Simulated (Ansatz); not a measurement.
Computed properties of CrSe2

CrSe2:
```
CELL_PARAMETERS angstrom
      3.44645     0.00000     0.00000
     -1.72323     2.98471     0.00000
      0.00000     0.00000     5.57031
ATOMIC_POSITIONS crystal
  Cr 0.00000 0.00000 0.00000
  Se 0.66667 0.33333 0.74206
  Se 0.33333 0.66667 0.25794
```
The run is spin-polarised; directions of the spins, atom by atom: ↑ 0 0.

Space group P-3m1 (No. 164), CdI2 type; conventional cell a = b = 3.446 Å, c = 5.570 Å, α = β = 90.00°, γ = 120.00°.

Method: plane-wave PAW PBEsol (Ansatz code). Structure relaxed to zero pressure with the same functional. Other levels are named where they apply.

**Cell and energy**

```
Property                                                       Value
-----------------------------------------------------  -------------
Volume per atom                                             19.10 Å³
Density                                                   6.08 g/cm³
Formation energy from the elements (no fitted shifts)  -0.44 eV/atom
```

**Electronic structure**

```
Item                                                                        Result
------------------------------------  --------------------------------------------
Electronic character                                             metallic (no gap)
Density of states at the Fermi level  0.55 states/eV per atom (mean over ±0.08 eV)
```

**Magnetism**

```
Property                  Result
--------------  ----------------
Magnetic order     ferromagnetic
Net moment      0.73 μB per atom
```

**Mechanics**

```
Quantity                              Result
----------------------------------  --------
Bulk modulus (Birch–Murnaghan fit)  44.9 GPa
Pressure derivative B′                   9.3
```

The first step of the workflow began from a Materials Project structure, measured or hypothetical; the Crystallography Open Database copy checked does not list it. COD files the formula under space group No. 12. Its standing as an ambient phase is unchecked. Symmetry was held in the PBEsol relaxation; whether a distortion lowers the energy is not shown. The final state is ferromagnetic, chosen from 5 collinear starts compared on coarse meshes (ties went to the first, and starts can fall back to one state), not a proven ground state. No Hubbard U is applied. A crystal of weakly bound layers computed without a dispersion correction: the cell and the soft elastic constants depend strongly on that. The compound may be a true metal, but semilocal functionals without U, or a wrong spin order, can also close a gap. Point labels and valley counts follow the cell and symmetry of the run, lower than the named group. The references are the lowest solids computed at this level, not always the standard phases. Spin–orbit coupling is left out wherever it is not named.

Potentials: the later of the program's two PAW sets.
